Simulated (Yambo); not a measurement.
Material: WO3 (space group P6/mmm, No. 191); a = b = 7.4029 Å, c = 3.8064 Å, α = β = 90.00°, γ = 120.00° (12 atoms in the cell). The geometry is that of Materials Project entry mp-545665, symmetrised and not relaxed again.

With PBEsol (Quantum ESPRESSO, PseudoDojo norm-conserving, 84 Ry, scalar-relativistic), the gap between the mesh's edge points (A → Γ) is 0.624 eV.

What does a G0W0 run in Yambo give for it (3×3×4 Γ-centred k mesh, bands 4 to 210 and a 6 Ry block in the screening, 210 bands in G with the Bruneval-Gonze terminator, plasmon pole fitted at 27.2 eV)?

The correction is 0.962 eV, giving 1.586 eV, 2.5 times the PBEsol value.  Nearest settings tried, and what they do to the gap: 145 bands in W, 145 bands in G: +68 meV; 5 Ry block (245 vectors against 317): +28 meV; 3×3×2 mesh: -32 meV. So the settings aren't converged at that level. Spin-orbit coupling is left out, which matters for elements this heavy: edges can move by tenths of an eV.
